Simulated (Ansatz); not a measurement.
## MnPt under strain

The calculation used Ansatz 0.2.0, DFT PBEsol, scalar-relativistic, plane waves, PAW. Run with 420 eV cutoff, 14×14×12 k-mesh, Gaussian smearing of 0.10 eV, collinear spin.

Reference structure (relaxed):

```
Mn Pt
1.0
     2.87651    0.00000    0.00000
     0.00000    2.87651    0.00000
     0.00000    0.00000    3.48710
Mn Pt
1 1
Direct
  0.00000 0.00000 0.00000
  0.50000 0.50000 0.50000
```

Deformation: biaxial strain in the a-b plane, with the length and tilt of c and the atoms relaxed, all within the symmetry that the strain leaves. Energies are extrapolated to zero smearing.

Spin-orbit coupling is left out, which matters for the bands and energies of heavy elements.

| strain (%) | ΔE (meV/atom) | a (Å) | b (Å) | c (Å) | moment (μB/cell) |
| --- | --- | --- | --- | --- | --- |
| -3.0 | 13.1 | 2.790 | 2.790 | 3.619 | 4.02 |
| -2.0 | 6.2 | 2.819 | 2.819 | 3.572 | 4.15 |
| -1.0 | 1.5 | 2.848 | 2.848 | 3.530 | 4.24 |
| +0.0 | 0.0 | 2.877 | 2.877 | 3.487 | 4.31 |
| +1.0 | 0.9 | 2.905 | 2.905 | 3.442 | 4.36 |
| +2.0 | 4.5 | 2.934 | 2.934 | 3.397 | 4.39 |
| +3.0 | 10.8 | 2.963 | 2.963 | 3.347 | 4.41 |

**Question.** What stiffness (1/V) d²E/dε² at zero strain does a cubic fit over all points give?

**Answer.** A cubic fit gives (1/V) d²E/dε² = 296 GPa at zero strain (twice the biaxial modulus).

**Question.** How does the free axis c answer a small strain?

**Answer.** Between the innermost points its strain is -1.26 times the applied one.